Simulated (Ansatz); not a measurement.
MgTe (zinc blende, F-43m), LDA (plane waves, PAW; program Ansatz). The conduction-band minimum lies at Γ, with 1 equivalent valley. Second derivatives d²E/dk² of the lowest band at one valley (eV·Å²), along Cartesian directions:

| direction | d²E/dk² |
|---|---|
| [100] | 47.15 |
| [010] | 47.15 |
| [001] | 47.15 |
| [110] | 47.12 |
| [101] | 47.12 |
| [011] | 47.12 |

Q: Find the principal effective masses, the density-of-states mass and the conductivity mass.

A: Off-diagonal terms follow from H_xy = H[110] − (H_xx + H_yy)/2, and m*/mₑ = 7.620 eV·Å² over each eigenvalue: 0.16, 0.16, 0.16. One valley's DOS mass (m₁m₂m₃)^(1/3) = 0.16, conductivity mass 3/(Σ 1/mᵢ) = 0.16 mₑ.

Q: What effective density of states Nc follows at 300 K for parabolic valleys?

A: Nc = 2.509e19 × 1 × (0.16)^(3/2) ≈ 1.6e18 cm⁻³.

Symmetry was held in the LDA relaxation; of distortions, only those at the zone centre were tested. Spin–orbit coupling is left out wherever it is not named.

Potentials: the later of the program's two PAW sets.

Edges and masses are those of Kohn–Sham bands, whose gap is no quasiparticle gap.
